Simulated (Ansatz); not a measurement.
ZnO in space group P6_3/mmc (No. 194; Zn on 2b, O on 2c) at seven volumes, the program Ansatz at the r²SCAN+D4 level (PAW), shape and atoms relaxed at each. One row is withheld.

| V (Å³/atom) | P (GPa) |
|---|---|
| 12.488 | 4.07 |
| 12.900 | 2.30 |
| 13.311 | 0.98 |
| 13.723 | 0.00 |
| 14.135 | -0.69 |
| 14.546 | ? |
| 14.958 | -1.55 |

### Question
Fit the shown pressures and predict the withheld one.

### Answer
Third-order Birch–Murnaghan: P = (3/2)B₀(x^(7/2) − x^(5/2))[1 + (3/4)(B′ − 4)(x − 1)] with x = (V₀/V)^(2/3). Least squares on the six rows gives V₀ = 13.725 Å³/atom, B₀ = 27.90 GPa, B′ = 9.68. At V = 14.546, x = 0.9620 and P = -1.21 GPa. The run itself gave -1.21 GPa.

The first step of the workflow began from a Materials Project structure, measured or hypothetical; the Crystallography Open Database copy checked does not list it. It is not the phase usual at ambient conditions (space group No. 186). Symmetry was held in the r²SCAN+D4 relaxation; phonons show weakly imaginary modes.

Potentials: the later of the program's two PAW sets.
